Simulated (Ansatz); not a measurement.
TiN (rock salt)

```xyz
2
Lattice="0.0000 2.1235 2.1235 2.1235 0.0000 2.1235 2.1235 2.1235 0.0000" Properties=species:S:1:pos:R:3 pbc="T T T"
N      0.0000     0.0000     0.0000
Ti     2.1235     2.1235     2.1235
```

This relaxed cell (volume V₀) is scaled evenly in all directions, its shape held. Symmetry pins the atoms to their sites.

All values below come from PBE (plane waves to 420 eV, PAW, scalar-relativistic; Ansatz, a program for electronic structure). k mesh 19×19×19 (Γ-centred), Fermi-Dirac smearing 0.05 eV. E stands for the smeared free energy. Compression counts positive. TiN is run without spin polarisation. TiN was relaxed with its symmetry unable to fall. The zero of ΔE is the relaxed starting cell. The last digit holds for this mesh only.

```tsv
V (Å³/atom)	ΔE (meV/atom)
9.000	33.2
9.096	22.7
9.192	14.3
9.288	7.9
9.383	3.5
9.479	0.9
9.575	0.0
9.671	0.8
9.766	3.2
9.862	7.1
9.958	withheld
10.054	19.0
10.149	26.8
```

### Question
Fit a third-order Birch-Murnaghan form (E₀, V₀, B₀, B₀′ free) to the given rows and predict ΔE at V = 9.958.

### Answer
Least squares on the 12 given rows: ΔE = E₀ + (9V₀B₀/16)·y²·[2 + (B₀′ − 4)y], y = (V₀/V)^(2/3) − 1, with V₀ = 9.576 Å³/atom, B₀ = 276.3 GPa (160.2 GPa = 1 eV/Å³; the term in eV is multiplied by 1000), B₀′ = 4.11, E₀ = 0.04 meV/atom; root-mean-square residual 0.03 meV/atom. At 9.958 the fit gives 12.3 meV/atom; the calculation gives 12.3 meV/atom, the same to the digits shown. For the pressure the fit gives -10.0 GPa against the computed -10.0 GPa.

(A scan under strain: stresses follow from slopes of the energy per volume, elastic moduli from its curvatures.)
